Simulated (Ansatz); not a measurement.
Relaxed-ion elastic tensor of Lu (hcp (Mg type), P6_3/mmc) in GPa (Voigt order), PBE in the plane-wave PAW code Ansatz; density 9.99 g/cm³, 29.07 Å³ per atom.

```csv
,1,2,3,4,5,6
1,90.6,28.8,21.8,0.0,0.0,0.0
2,28.8,90.6,21.8,0.0,0.0,0.0
3,21.8,21.8,92.8,0.0,0.0,0.0
4,0.0,0.0,0.0,31.3,0.0,0.0
5,0.0,0.0,0.0,0.0,31.3,0.0
6,0.0,0.0,0.0,0.0,0.0,30.9
```

Task: Is the crystal mechanically stable?

Result: Yes: the smallest eigenvalue of C is 30.9 GPa.

Task: Work out the Voigt, Reuss and Hill averages.

Result: K_V = 46.5, K_R = 46.5, K_H = 46.5; G_V = 32.1, G_R = 32.0, G_H = 32.1 GPa.

Task: Give Young's modulus, Poisson's ratio, Pugh's ratio and the universal anisotropy index.

Result: E = 9KG/(3K + G) = 78.2 GPa; ν = 0.22; K/G = 1.45 (brittle by the Pugh limit of 1.75); A_U = 5G_V/G_R + K_V/K_R − 6 = 0.02.

Task: Estimate the sound speeds and the Debye temperature.

Result: v_l = √((K + 4G/3)/ρ) = 2990 m/s, v_t = √(G/ρ) = 1790 m/s, mean 1980 m/s; Θ = (h/k)(3n/4πV)^(1/3) v_m = 192 K.

Task: Solve the Christoffel equation for the three sound speeds along x, y, z.

Result: Eigenvalues of C_ijkl n_j n_l equal ρv². In km/s, slowest first: x 1.76, 1.77, 3.01; y 1.76, 1.77, 3.01; z 1.77, 1.77, 3.05.

Task: How much does each axis shrink under pressure?

Result: Linear compressibilities β_i = Σ_j S_ij (j = 1 to 3): x 7.0, y 7.0, z 7.5 per TPa.

The PBE relaxation kept the symmetry of its start. As this level gives no gap, shear constants depend on the k-mesh and smearing (Fermi–Dirac, 0.1 eV here). On the denser mesh and wider smearing of the elastic run this cell carries a stress of 0.4 GPa. Scalar-relativistic: spin–orbit coupling is off unless named, which matters more the heavier the elements.

Potentials: the later of the program's two PAW sets.
